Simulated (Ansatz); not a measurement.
PbS (rock salt)

```yaml
crystal:
  lattice:
    - [0.00000, 6.00891, 6.00891]
    - [3.00445, 0.00000, 3.00445]
    - [3.00445, 3.00445, 0.00000]
  atoms:
    - { symbol: S, position: [0.00000, 0.00000, 0.00000] }
    - { symbol: S, position: [0.50000, 0.00000, 0.00000] }
    - { symbol: Pb, position: [0.25000, 0.50000, 0.50000] }
    - { symbol: Pb, position: [0.75000, 0.50000, 0.50000] }
```

A phonon eigenvector at L = (0.5, 0.0, 0.0) is frozen into this cell: atom i moves by Q times the vector below, so Q is the largest atomic displacement, in Å. The cell is held. (q is in reciprocal vectors of the primitive cell; the cell shown is doubled to hold the pattern.)

```csv
atom,x,y,z
Pb3,0.577,-0.577,-0.577
Pb4,-0.577,0.577,0.577
```

Atoms not listed stay in place.

Level of theory: PBE (plane waves to 420 eV, PAW, scalar-relativistic; Ansatz, a first-principles code). k mesh 5×10×10 (Γ-centred), Fermi-Dirac smearing 0.05 eV. PbS was relaxed with its symmetry unable to fall. Spin-orbit coupling is left out, though Pb is heavy. 

```
Q (Å)   −dE/dQ from forces (eV/Å)
------  -------------------------
-0.180                      2.858
-0.150                      2.392
-0.120                      1.921
-0.090                      1.445
-0.060                      0.965
-0.030                      0.483
0.000                       0.000
0.030                      -0.483
0.060                      -0.965
0.090                      -1.445
0.120                      -1.921
0.150                      -2.392
0.180                      -2.858
```

Q: What harmonic wavenumber does the curvature at Q = 0 give?

A: 103 cm⁻¹. E″ = 16.12 eV/Å², M = Σ mᵢ|uᵢ|² = 414.4 u, ν̃ = 521.5·√(|E″|/M).

(A displaced cell: forces are minus the slopes of the energy, force constants its curvatures, and phonons follow from these.)
